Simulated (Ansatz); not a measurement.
Consider the following.

SiO₂:
Space group P4₂/mnm (No. 136); a = 4.1550 Å, b = 4.1550 Å, c = 2.6614 Å, α = 90.00°, β = 90.00°, γ = 90.00°

```
atom  site  symmetry       x       y       z
----  ----  --------  ------  ------  ------
Si      2a      m.mm  0.0000  0.0000  0.0000
O       4f      m.2m  0.3056  0.3056  0.0000
```

This is the LDA-relaxed structure.

Task: All from LDA in the plane-wave PAW code Ansatz, unless another level is named. Give the Young's modulus.

Result: 537 GPa.

Task: And the highest zone-centre frequency (without LO–TO term)?

Result: 946 cm⁻¹.

Task: Give the zero-point energy.

Result: 108.3 meV/atom.

Space group P4_2/mnm (rutile). This is a known high-pressure phase of the composition, computed here at zero pressure and temperature. The cell was relaxed with LDA under the symmetry of its start; phonons on a q-mesh show no instability.

Potentials: the later of the program's two PAW sets.
